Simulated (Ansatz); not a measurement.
# Straining TlIn

All numbers below come from DFT PBEsol, scalar-relativistic, plane waves, PAW in Ansatz 0.2.0. Run with 420 eV cutoff, 12×12×2 k-mesh, Gaussian smearing of 0.10 eV, no spin polarisation.

Starting point, cell and atoms relaxed:

```
Tl In
1.0
     3.36203    0.00000    0.00000
    -1.68102    2.91160    0.00000
     0.00000    0.00000   16.53565
Tl In
3 3
Direct
  0.66667 0.33333 0.83333
  0.33333 0.66667 0.16667
  0.00000 0.00000 0.50000
  0.00000 0.00000 0.00000
  0.66667 0.33333 0.33333
  0.33333 0.66667 0.66667
```

Deformation: uniaxial strain along c, with the lengths of a and b and the atoms relaxed and the angles held, all within the symmetry that the strain leaves. Energies are extrapolated to zero smearing. Stress is positive in compression, on the Cartesian axes of the cell above. The crystal is soft along this strain: near the reference the energy changes by no more than the mesh and smearing resolve. On this cell's mesh the reference holds a stress of up to 0.36 GPa.

Spin–orbit coupling is left out, which can shift energies with elements as heavy as these.

```
strain (%)  ΔE (meV/atom) a (Å) b (Å) c (Å)  σxx (GPa)  σyy (GPa)  σzz (GPa)
      -6.0           12.1  3.441  3.441  15.544       0.00       0.00       2.78
      -4.0            3.6  3.412  3.412  15.874       0.00       0.00       1.93
      -2.0           -0.7  3.393  3.393  16.205       0.00       0.00       0.57
      +0.0            0.0  3.362  3.362  16.536       0.34       0.34      -0.36
      +2.0            2.4  3.351  3.351  16.866       0.00       0.00      -1.17
      +4.0            8.0  3.330  3.330  17.197       0.01       0.01      -1.65
      +6.0           12.3  3.304  3.304  17.528       0.00       0.00      -1.57
```